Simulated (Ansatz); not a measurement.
SiMo2C:
Space group P6₃/mmc (No. 194); a = 3.103 Å, b = 3.103 Å, c = 12.394 Å, α = 90.00°, β = 90.00°, γ = 120.00°

```tsv
atom	site	symmetry	x	y	z
Si	2d	-6m2	0.6667	0.3333	0.2500
Mo	4f	3m.	0.3333	0.6667	0.0930
C	2a	-3m.	0.0000	0.0000	0.0000
```

Relaxed with PBE.

Question: Which orbitals make up the states near the Fermi level in the program Ansatz at the PBE level (PAW)?

Answer: Within 0.5 eV of the Fermi level: Mo 4d 78 %, Si 3p 10 %, C 2p 6 %. Projections are on Löwdin-orthogonalised atomic valence shells; empty p or d shells of many metals are not among them.

Question: Tabulate the density of states.

Answer: States/eV per cell of 8 atoms, in 0.25 eV bins, energy from the Fermi level.

| E (eV) | total | Mo 4d | C 2p | Si 3p |
|---|---|---|---|---|
| -7.85 | 1.54 | 0.44 | 0.09 | 0.14 |
| -7.60 | 1.79 | 0.55 | 0.10 | 0.11 |
| -7.35 | 1.33 | 0.49 | 0.13 | 0.08 |
| -7.10 | 1.48 | 0.59 | 0.41 | 0.12 |
| -6.85 | 3.53 | 1.44 | 1.21 | 0.25 |
| -6.60 | 4.67 | 1.89 | 1.71 | 0.31 |
| -6.35 | 4.46 | 1.81 | 1.75 | 0.23 |
| -6.10 | 1.85 | 0.78 | 0.71 | 0.09 |
| -5.85 | 2.80 | 1.33 | 1.13 | 0.09 |
| -5.60 | 6.19 | 2.76 | 2.50 | 0.37 |
| -5.35 | 8.76 | 4.11 | 3.73 | 0.46 |
| -5.10 | 13.99 | 6.58 | 6.22 | 0.68 |
| -4.85 | 1.16 | 0.48 | 0.27 | 0.30 |
| -4.60 | 2.18 | 0.99 | 0.30 | 0.69 |
| -4.35 | 5.20 | 2.99 | 0.45 | 1.41 |
| -4.10 | 5.56 | 3.89 | 0.19 | 1.19 |
| -3.85 | 5.83 | 3.71 | 0.25 | 1.59 |
| -3.60 | 3.89 | 2.16 | 0.22 | 1.24 |
| -3.35 | 8.72 | 4.30 | 0.62 | 3.08 |
| -3.10 | 7.45 | 4.22 | 0.48 | 2.21 |
| -2.85 | 2.79 | 2.17 | 0.08 | 0.41 |
| -2.60 | 2.44 | 2.04 | 0.05 | 0.26 |
| -2.35 | 2.33 | 1.95 | 0.04 | 0.25 |
| -2.10 | 2.25 | 1.80 | 0.06 | 0.32 |
| -1.85 | 3.95 | 3.24 | 0.12 | 0.49 |
| -1.60 | 4.14 | 3.48 | 0.12 | 0.44 |
| -1.35 | 2.47 | 1.99 | 0.10 | 0.30 |
| -1.10 | 3.07 | 2.44 | 0.12 | 0.39 |
| -0.85 | 4.12 | 3.25 | 0.20 | 0.45 |
| -0.60 | 4.19 | 3.29 | 0.21 | 0.45 |
| -0.35 | 4.16 | 3.14 | 0.25 | 0.51 |
| -0.10 | 4.68 | 3.56 | 0.29 | 0.55 |
| 0.15 | 5.18 | 4.02 | 0.32 | 0.54 |
| 0.40 | 6.72 | 5.52 | 0.34 | 0.49 |
| 0.65 | 8.30 | 7.10 | 0.44 | 0.38 |
| 0.90 | 6.57 | 5.52 | 0.37 | 0.39 |
| 1.15 | 4.96 | 3.89 | 0.36 | 0.43 |
| 1.40 | 5.40 | 4.02 | 0.55 | 0.52 |
| 1.65 | 4.44 | 3.06 | 0.47 | 0.63 |
| 1.90 | 4.09 | 2.69 | 0.36 | 0.72 |
| 2.15 | 3.98 | 2.49 | 0.36 | 0.75 |
| 2.40 | 5.69 | 3.40 | 0.62 | 1.01 |
| 2.65 | 5.08 | 2.66 | 0.69 | 1.01 |
| 2.90 | 4.12 | 1.94 | 0.73 | 0.86 |
| 3.15 | 3.21 | 1.45 | 0.66 | 0.65 |
| 3.40 | 3.96 | 1.77 | 0.74 | 0.69 |
| 3.65 | 7.76 | 3.39 | 1.48 | 1.34 |
| 3.90 | 6.27 | 2.71 | 1.17 | 0.82 |
| 4.15 | 6.37 | 2.69 | 1.20 | 0.93 |
| 4.40 | 3.46 | 1.35 | 0.62 | 0.59 |
| 4.65 | 4.09 | 1.43 | 0.64 | 0.54 |

Space group P6_3/mmc. The start of the workflow was typed in or built on a structure type; neither database checked (COD, Materials Project) lists it. Its standing as an ambient phase is unchecked. The cell was relaxed with PBE under the symmetry of its start; whether a distortion lowers the energy is not shown. The run is not spin-polarised. Spin–orbit coupling is left out wherever it is not named.

Potentials: the earlier of the program's two PAW sets.
